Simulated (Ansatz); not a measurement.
BeCo (CsCl type, Pm-3m) at seven volumes, plane-wave PAW PBEsol (Ansatz code), scaled uniformly. One row is withheld.

```json
[
 {"V (Å³/atom)": "7.688", "P (GPa)": "?"},
 {"V (Å³/atom)": "7.942", "P (GPa)": "15.02"},
 {"V (Å³/atom)": "8.195", "P (GPa)": "6.93"},
 {"V (Å³/atom)": "8.449", "P (GPa)": "0.00"},
 {"V (Å³/atom)": "8.702", "P (GPa)": "-5.95"},
 {"V (Å³/atom)": "8.956", "P (GPa)": "-11.05"},
 {"V (Å³/atom)": "9.209", "P (GPa)": "-15.42"}
]
```

### Question
Fit the shown pressures and predict the withheld one.

### Answer
P = (3/2)B₀(x^(7/2) − x^(5/2))[1 + (3/4)(B′ − 4)(x − 1)] with x = (V₀/V)^(2/3). Least squares on the six rows gives V₀ = 8.449 Å³/atom, B₀ = 214 GPa, B′ = 4.13. At V = 7.688, x = 1.0649 and P = 24.55 GPa. The run itself gave 24.46 GPa.

The workflow started from a Materials Project entry (that database holds measured and hypothetical structures alike); the Crystallography Open Database files this formula in space group No. 221, but the cells were not matched. Whether it is the stable phase at ambient conditions was not checked. The PBEsol relaxation kept the symmetry of its start; its stability against distortions is not shown here. The final state is ferromagnetic, the only order run, not a proven ground state. The cell computed holds one magnetic atom, so no antiferromagnetic order was within reach.

Potentials: the later of the program's two PAW sets.
